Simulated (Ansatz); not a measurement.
The start is a generated trial cell of Mo in the AFLOW prototype A_oC8_64_f (A14, as in I). A full variable-cell relaxation at zero pressure is run with r2SCAN (plane waves to 500 eV, PAW, scalar-relativistic; Ansatz, a first-principles code). The first steps use a coarse 11×11×5 k-mesh.

Input geometry:
```yaml
crystal:
  lattice:
    - [2.58888, -1.69461, 0.00000]
    - [2.58888, 1.69461, 0.00000]
    - [0.00000, 0.00000, 7.12442]
  atoms:
    - { symbol: Mo, position: [0.84515, 0.15485, 0.11750] }
    - { symbol: Mo, position: [0.15485, 0.84515, 0.88250] }
    - { symbol: Mo, position: [0.34515, 0.65485, 0.38250] }
    - { symbol: Mo, position: [0.65485, 0.34515, 0.61750] }
```

### Question
What symmetry does the relaxed structure have?

### Answer
The space group goes from Cmce (No. 64) to Im-3m (No. 229); the end is bcc (W type), with 1 atom in the primitive cell.

### Question
How do the shortest distances between atoms change?

### Answer
The closest pairs of elements (up to four, under 3.6 Å), start → end: Mo–Mo 1.98 → 2.73 Å.

### Question
What band gap does the relaxed structure have at this level?

### Answer
Zero (metallic).

### Question
Give the final cell and atomic positions.

### Answer

```cif
data_Mo2
_chemical_formula_sum 'Mo2'
_space_group_name_H-M_alt 'Im-3m'
_space_group_IT_number 229
_space_group_name_Hall '-I 4 2 3'
_cell_length_a 3.15087
_cell_length_b 3.15087
_cell_length_c 3.15087
_cell_angle_alpha 90.000
_cell_angle_beta 90.000
_cell_angle_gamma 90.000
loop_
_atom_site_label
_atom_site_type_symbol
_atom_site_symmetry_multiplicity
_atom_site_Wyckoff_symbol
_atom_site_fract_x
_atom_site_fract_y
_atom_site_fract_z
_atom_site_occupancy
Mo1 Mo 2 a 0.00000 0.00000 0.00000 1
```
(The calculation used a cell of 1 atom; values per cell refer to that cell.)

Final values are on a 21×21×21 k-mesh of the relaxed cell. The start holds a very short contact (Mo–Mo 1.98 Å). No spin polarisation in the result.

The run could not lose the symmetry of its start; a randomly shaken copy of 2 atoms returns to this structure.
